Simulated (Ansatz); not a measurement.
**CrCoPt2 (P4/mmm): couplings from the magnetic force theorem**

The source of the geometry is a structure as deposited in COD; atoms and cell stay fixed.

Functional, mesh and filling: PBEsol, 8×8×8 k mesh, Fermi–Dirac smearing of 0.05 eV. PAW means Ansatz 0.2.0 on its default frozen-core files. Site moments are integrated in spheres about the atoms.

The run was typed so:

```yaml
crystal:
  lattice:
    - [3.819, 0.0, 0.0]
    - [0.0, 3.819, 0.0]
    - [0.0, 0.0, 3.746]
  atoms:
    - { symbol: Cr, position: [0.0, 0.0, 0.0], spin: 2.6 }
    - { symbol: Co, position: [0.5, 0.5, 0.0], spin: -1.4 }
    - { symbol: Pt, position: [0.0, 0.5, 0.5] }
    - { symbol: Pt, position: [0.5, 0.0, 0.5] }
magnetization:
  spin_polarized: true
kpoints:
  mp_grid: { grid: [8, 8, 8] }
  band_path:
    path:
      - [0.0, 0.0, 0.0]
      - [0.0, 0.5, 0.0]
      - [0.5, 0.5, 0.0]
      - [0.0, 0.0, 0.0]
      - [0.0, 0.0, 0.5]
      - [0.0, 0.5, 0.5]
      - [0.5, 0.5, 0.5]
      - [0.0, 0.0, 0.5]
      - [0.0, 0.5, 0.0]
    npoints: 8
scf:
  occupations: { method: fermi_dirac, width: 0.05 }
  lower_state_search: "off"
hamiltonian:
  xc: pbesol
  pseudopotentials: { kind: paw }
output:
  eigenvalues: false
  eigenstates:
    nscf_kmesh: { grid: [8, 8, 8] }
    top_band: c44
    exchange_couplings: { magnetic: [{ species: Co }, { species: Cr }] }
```

Command: `ansatz run input.yaml --threads 2 --pin off --max-ram 6144MiB --backend cpu --events-out ev --progress --plain --runs-dir out`

Site moments (μB): Cr1 2.59, Co2 -1.41, Pt3 -0.13, Pt4 -0.13. Cell moment 1.13 μB.

Couplings come from the force theorem (directions of the magnetic atoms constrained, all else relaxed) on a 8×8×8 mesh, with E = −Σ J e_i·e_j over ordered pairs of unit vectors, so positive J favours parallel moments.

| pair | count | J PAW (meV) |
| --- | --- | --- |
| Cr1–Co at 2.70 Å | 4 | -12.82 |
| Co2–Cr at 2.70 Å | 4 | -12.82 |
| Cr1–Cr at 3.75 Å | 2 | +2.06 |
| Co2–Co at 3.75 Å | 2 | -2.00 |
| Cr1–Cr at 3.82 Å | 4 | +2.23 |
| Co2–Co at 3.82 Å | 4 | +0.81 |
| Cr1–Co at 4.62 Å | 8 | -1.01 |
| Co2–Cr at 4.62 Å | 8 | -1.01 |
| Cr1–Cr at 5.35 Å | 8 | +11.31 |
| Co2–Co at 5.35 Å | 8 | +0.31 |
| Cr1–Cr at 5.40 Å | 4 | +4.19 |
| Co2–Co at 5.40 Å | 4 | +1.76 |

Question: What ordering temperature follows for classical moments?

Answer: 1130 K in mean field, and 934 K by Tyablikov's decoupling, from all shells, not only those listed. Mean field overestimates it as a rule, and the couplings show only that this order is stable against small turns, not that no other order lies lower.

The couplings come from one mesh, and their convergence in k wasn't tested.

The PAW files were made with PBE; the program remakes their cores once for the run's functional and then keeps them frozen. The Ansatz runs typed with the search for lower states off end where their start leads. Spin–orbit coupling is left out although heavy atoms are present. These are results for the start and cell typed. The real compound can order otherwise, in a larger cell, or not at all, since semilocal functionals at zero temperature often overstate magnetism.
